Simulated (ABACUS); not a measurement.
Worked example: self-consistent single point of CdSe (F-43m, 2 atoms in the cell; from Materials Project mp-2691, changed as shown) in ABACUS.

Method: PBE, PseudoDojo 0.5 standard norm-conserving PBE (tails mended) pseudopotentials (plane waves; ABACUS 3.10.1).

The change in words: volume scaled by 0.99. Reference geometry (F-43m):
```xyz
2
Lattice="0.0000 3.0703 3.0703 3.0703 0.0000 3.0703 3.0703 3.0703 0.0000" Properties=species:S:1:pos:R:3 pbc="T T T"
Cd     0.0000     0.0000     0.0000
Se     4.6054     4.6054     4.6054
```

Reference input (self-consistent single point, DFT, PBE, plane waves, PseudoDojo 0.5 standard norm-conserving PBE (tails mended) pseudopotentials): KPT = Gamma 8 8 8 0 0 0; basis_type = pw; ecutwfc = 102 Ry; smearing_method = gaussian; smearing_sigma = 0.00367493 Ry; potentials = PseudoDojo 0.5 standard norm-conserving PBE (tails mended); symmetry = 1; symmetry_prec = 1e-05; ks_solver = cg; scf_nmax = 100; scf_thr = 1.0e-09 Ry; mixing_type = broyden. This run's input differs from it in these lines:

```diff
@@ -26,5 +26,5 @@
 LATTICE_VECTORS
-   0.0000000000    3.0702700000    3.0702700000
-   3.0702700000    0.0000000000    3.0702700000
-   3.0702700000    3.0702700000    0.0000000000
+   0.0000000000    3.0600000000    3.0600000000
+   3.0600000000    0.0000000000    3.0600000000
+   3.0600000000    3.0600000000    0.0000000000
 
@@ -41,3 +41,3 @@
 1
-   4.6054050000    4.6054050000    4.6054050000 1 1 1
+   4.5900000000    4.5900000000    4.5900000000 1 1 1
 # file: KPT
```

Output, abridged:

```
 SELF-CONSISTENT
 -------------------------------------------
                                 init_chg = atomic

 PW ALGORITHM --------------- ION=   1  ELEC=   1--------------------------------
 Notice: Threshold on eigenvalues was too large.

 Density error is 0.0870030309441
                          Error Threshold = 0.000272996118767
 E_KohnSham     -593.2010280755      -8070.9140412841
 E_Fermi        0.5270429046         7.1707865934

 PW ALGORITHM --------------- ION=   1  ELEC=   2--------------------------------

 Density error is 0.0168656929991
                          Error Threshold = 0.000241675085956
   [... lines left out ...]

 Density error is 1.89914731372e-09
                          Error Threshold = 2.24255171229e-11
 E_KohnSham     -593.2318072905      -8071.3328139884
 E_Fermi        0.5686105088         7.7363428625

 PW ALGORITHM --------------- ION=   1  ELEC=  16--------------------------------

 Density error is 1.19248602588e-10
                          Error Threshold = 5.27540920478e-12
 E_KohnSham     -593.2318072912      -8071.3328139980
 E_KS(sigma->0) -593.2318072912      -8071.3328139980
 E_entropy(-TS) -0.0000000000        -0.0000000000
 E_Fermi        0.5686141323         7.7363921630
 charge density convergence is achieved
 final etot is -8071.332814 eV
 EFERMI = 7.736392163 eV

 STATE ENERGY(eV) AND OCCUPATIONS    NSPIN == 1
   [... 25 lines left out ...]

 TOTAL-FORCE (eV/Angstrom)
                       Cd1         0.0000000000         0.0000000000         0.0000000000
                       Se1         0.0000000000         0.0000000000         0.0000000000

 TOTAL-STRESS (KBAR)
        18.0368166113         0.0000000000        -0.0000000000
        -0.0000000000        18.0368166113         0.0000000000
        -0.0000000000         0.0000000000        18.0368166113
 TOTAL-PRESSURE: 18.036817 KBAR

 --------------------------------------------
 !FINAL_ETOT_IS -8071.3328139980039850 eV
 --------------------------------------------
```

The run converged in 16 iterations. Against the reference run the free energy rises by 2.9 meV/atom, the pressure goes from 1.28 to 1.80 GPa and the gap on the mesh goes from 0.549 to 0.570 eV.

The structure comes from a collection of computed structures, made at another level of theory; the collection holds predicted forms beside known ones.

Cost on one core: very roughly 3 core-minutes.

“Tails mended”: in these copies of the files the far tail of each local potential was reset to the Coulomb form.
